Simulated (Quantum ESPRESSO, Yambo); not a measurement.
KCl (rock salt, space group Fm-3m, No. 225) under isotropic strain (on all lattice vectors), counted from the cell relaxed with PBEsol, atoms relaxed at each step. PBEsol (Quantum ESPRESSO, PseudoDojo norm-conserving, 74 Ry, scalar-relativistic); G0W0 in Yambo (4×4×4 Γ-centred k mesh, 136 bands and a 10 Ry block in the screening, 136 bands in G with the Bruneval-Gonze terminator, plasmon pole fitted at 27.2 eV).

```json
[
 {"strain (%)": "-3", "PBEsol gap (eV)": "5.42", "kind": "direct", "G0W0 direct gap (eV)": "8.48 at Γ"},
 {"strain (%)": "-1.5", "PBEsol gap (eV)": "[?]", "kind": "direct", "G0W0 direct gap (eV)": "[?]"},
 {"strain (%)": "-0.7", "PBEsol gap (eV)": "5.18", "kind": "direct", "G0W0 direct gap (eV)": "8.27 at Γ"},
 {"strain (%)": "0", "PBEsol gap (eV)": "5.11", "kind": "direct", "G0W0 direct gap (eV)": "8.22 at Γ"},
 {"strain (%)": "+1", "PBEsol gap (eV)": "5.01", "kind": "direct", "G0W0 direct gap (eV)": "8.15 at Γ"},
 {"strain (%)": "+2", "PBEsol gap (eV)": "4.92", "kind": "direct", "G0W0 direct gap (eV)": "8.07 at Γ"}
]
```

Q: Estimate the withheld gaps from the other strains; the computed values follow.

A: 
- -1.5, PBEsol gap (eV): 5.26
- -1.5, G0W0 direct gap (eV): 8.35 at Γ

GW, BSE and RPA settings are held fixed; their convergence isn't established. Strains are linear. The screening block changes size along the series (229 vectors at -3 %, 229 vectors at -1.5 %, 229 vectors at -0.7 %, 259 vectors at +0 %, 259 vectors at +1 %, 283 vectors at +2 %), which puts steps into the G0W0 values.
